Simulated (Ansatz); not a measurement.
Starting cell, Sb (space group R-3m):

```
Sb
1.0
    4.37432     2.52551     7.69342
   -2.18716     1.26276     3.84671
    0.00000    -2.52551     3.84671
Sb
4
Direct
  0.13363   0.26727   0.26727
  0.63363   0.26727   0.26727
  0.36637   0.73273   0.73273
  0.86637   0.73273   0.73273
```

A phonon eigenvector at L = (0.5, 0.0, 0.0) is frozen into this cell: atom i moves by Q times the vector below, so Q is the largest atomic displacement, in Å. The cell is held. (q is in reciprocal vectors of the primitive cell; the cell shown is doubled to hold the pattern.)

| atom | x | y | z |
|---|---|---|---|
| Sb1 | 0.500 | -0.866 | 0.000 |
| Sb2 | -0.500 | 0.866 | 0.000 |
| Sb3 | -0.500 | 0.866 | 0.000 |
| Sb4 | 0.500 | -0.866 | 0.000 |

The numbers are results of PBE (plane waves to 420 eV, PAW, scalar-relativistic; Ansatz, a quantum-chemistry and plane-wave program), not measurements. k mesh 7×13×13 (Γ-centred), Fermi-Dirac smearing 0.05 eV. E stands for the smeared free energy. With partly filled bands, energies and forces of such displacements shift with the k mesh and the smearing. Sb was relaxed with its symmetry unable to fall. Spin-orbit coupling is left out, though Sb is heavy. The zero of ΔE is the undisplaced structure.

```json
[
 {"Q (Å)": "-0.180", "ΔE (meV/cell)": "(withheld)", "−dE/dQ from forces (eV/Å)": "5.884"},
 {"Q (Å)": "-0.150", "ΔE (meV/cell)": "(withheld)", "−dE/dQ from forces (eV/Å)": "4.927"},
 {"Q (Å)": "-0.120", "ΔE (meV/cell)": "238", "−dE/dQ from forces (eV/Å)": "3.961"},
 {"Q (Å)": "-0.090", "ΔE (meV/cell)": "134", "−dE/dQ from forces (eV/Å)": "2.979"},
 {"Q (Å)": "-0.060", "ΔE (meV/cell)": "60", "−dE/dQ from forces (eV/Å)": "1.988"},
 {"Q (Å)": "-0.030", "ΔE (meV/cell)": "15", "−dE/dQ from forces (eV/Å)": "0.995"},
 {"Q (Å)": "0.000", "ΔE (meV/cell)": "0", "−dE/dQ from forces (eV/Å)": "0.000"},
 {"Q (Å)": "0.030", "ΔE (meV/cell)": "15", "−dE/dQ from forces (eV/Å)": "-0.995"},
 {"Q (Å)": "0.060", "ΔE (meV/cell)": "60", "−dE/dQ from forces (eV/Å)": "-1.988"},
 {"Q (Å)": "0.090", "ΔE (meV/cell)": "134", "−dE/dQ from forces (eV/Å)": "-2.979"},
 {"Q (Å)": "0.120", "ΔE (meV/cell)": "238", "−dE/dQ from forces (eV/Å)": "-3.961"},
 {"Q (Å)": "0.150", "ΔE (meV/cell)": "(withheld)", "−dE/dQ from forces (eV/Å)": "-4.927"},
 {"Q (Å)": "0.180", "ΔE (meV/cell)": "(withheld)", "−dE/dQ from forces (eV/Å)": "-5.884"}
]
```

Some entries are withheld; supply them.


- -0.180, ΔE (meV/cell): 534
- -0.150, ΔE (meV/cell): 372
- 0.150, ΔE (meV/cell): 372
- 0.180, ΔE (meV/cell): 534

(For displaced atoms, the force is minus the slope of the energy, and its curvature is a force constant, which sets phonon frequencies.)
